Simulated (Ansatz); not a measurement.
The start is a generated cell, Cu built in the AFLOW prototype A_hR2_166_c (A7, as in As). A full variable-cell relaxation at zero pressure is run with PBE (plane waves to 420 eV, PAW, scalar-relativistic; Ansatz, an electronic-structure program). The first steps use a coarse 13×13×13 k-mesh.

Input geometry:
```yaml
crystal:
  lattice:
    - [1.54135, 0.88990, 2.85824]
    - [-1.54135, 0.88990, 2.85824]
    - [0.00000, -1.77980, 2.85824]
  atoms:
    - { symbol: Cu, position: [0.22754, 0.22754, 0.22754] }
    - { symbol: Cu, position: [0.77246, 0.77246, 0.77246] }
```

```yaml
outcome: The space group goes from R-3m (No. 166) to Fm-3m (No. 225); the end is fcc (Cu type), with 1 atom in the primitive cell
energy_released: 1.07 eV/atom
volume_change: +1.6 %, from 11.76 to 11.95 Å³/atom
Shortest distances (start → end): "The closest pairs of elements (up to four, under 3.6 Å), start → end: Cu–Cu 2.06 → 2.57 Å"
band_gap_at_the_end: no gap (metallic)
optimiser_moves: 24
```

Final structure:

Space group Fm-3m (No. 225); a = b = c = 3.6288 Å, α = β = γ = 90.00°

```
atom  site  symmetry       x       y       z
----  ----  --------  ------  ------  ------
Cu      4b      m-3m  0.5000  0.5000  0.5000
```
(The calculation used a cell of 1 atom; values per cell refer to that cell.)

Final values are on a 22×22×22 k-mesh of the relaxed cell. No spin polarisation in the result.

The run could not lose the symmetry of its start.
